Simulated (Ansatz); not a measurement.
Cu2O (cuprite type, space group Pn-3m)

```
Cu2O
1.0
    4.22208     0.00000     0.00000
    0.00000     4.22208     0.00000
    0.00000     0.00000     4.22208
Cu O
4 2
Direct
  0.75000   0.75000   0.75000
  0.75000   0.25000   0.25000
  0.25000   0.75000   0.25000
  0.25000   0.25000   0.75000
  0.00000   0.00000   0.00000
  0.50000   0.50000   0.50000
```

The slice is a {210} plane (indices of the conventional cell) through the point (0.250, 0.750, 0.250) (fractional), spanned by u = [100] and v = [021] in vectors of this cell: u (4.22 Å) and v (9.44 Å, at 90° to u). It covers one period; positions are fractions (u, v).

The numbers are results of PBEsol (plane waves to 420 eV, PAW, scalar-relativistic; Ansatz, a first-principles code), not measurements. k mesh 8×8×8. Inside the PAW spheres the values are not all-electron values, and peaks at nuclei hang on which shells count as valence. Cu2O is run without spin polarisation. Cu2O was relaxed with its symmetry unable to fall. The PAW data are Ansatz's earlier set.

Sketch the density of the lowest conduction band (whole band as if filled, smooth part) on this plane as a map.


```
v \ u   0.00   0.14   0.29   0.43   0.57   0.71   0.86
-----  -----  -----  -----  -----  -----  -----  -----
0.88   0.016  0.015  0.014  0.016  0.016  0.017  0.017
0.75   0.014  0.016  0.017  0.015  0.013  0.005  0.008
0.62   0.009  0.016  0.017  0.013  0.006  0.078  0.028
0.50   0.013  0.013  0.013  0.013  0.013  0.013  0.013
0.38   0.009  0.028  0.078  0.006  0.013  0.017  0.016
0.25   0.014  0.008  0.005  0.013  0.015  0.017  0.016
0.12   0.016  0.017  0.017  0.016  0.016  0.014  0.015
0.00   0.044  0.003  0.014  0.013  0.013  0.014  0.003
```

Values: density of the lowest conduction band (whole band as if filled, smooth part) in e/Å³.
